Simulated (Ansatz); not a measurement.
**Structures of LiHgS: which is lowest?**

Plane-wave DFT in Ansatz with scalar-relativistic PAW potentials, cutoff 420 eV, Γ-centred meshes chosen by cell and gap, Gaussian smearing with energies taken to zero width. Every cell was relaxed (cell and atoms) in a run of its own, within the symmetry of its start. Functional: PBE.

Relaxed structures (starts from databases or built by putting these elements on another compound's sites):
A. P4/nmm, 6 atoms in the computed cell, a = 4.050 Å, c = 7.432 Å; sites (symmetry × multiplicity) Li 4mm × 2, Hg -4m2 × 2, S 4mm × 2; start: built
B. P6_3/mmc, 6 atoms in the computed cell, a = 4.688 Å, c = 6.564 Å; sites (symmetry × multiplicity) Li -3m. × 2, Hg -6m2 × 2, S -6m2 × 2; start: built

Q: Rank them by energy. Could pressure change the order?

A:
| structure | group | E − E(lowest) (meV/atom) | V (Å³/atom) | gap on mesh (eV) |
| --- | --- | --- | --- | --- |
| A | P4/nmm | 0.0 | 20.31 | 0.00 |
| B | P6_3/mmc | 61 | 20.82 | 0.00 |

A is lowest, 61 meV/atom under B. The lowest is also the densest of these, so pressure wouldn't bring one of the others in at first order. Other structures may lie lower than all of these, and vibrations aren't counted.

Spin-orbit coupling is left out, which matters for the bands of heavy elements.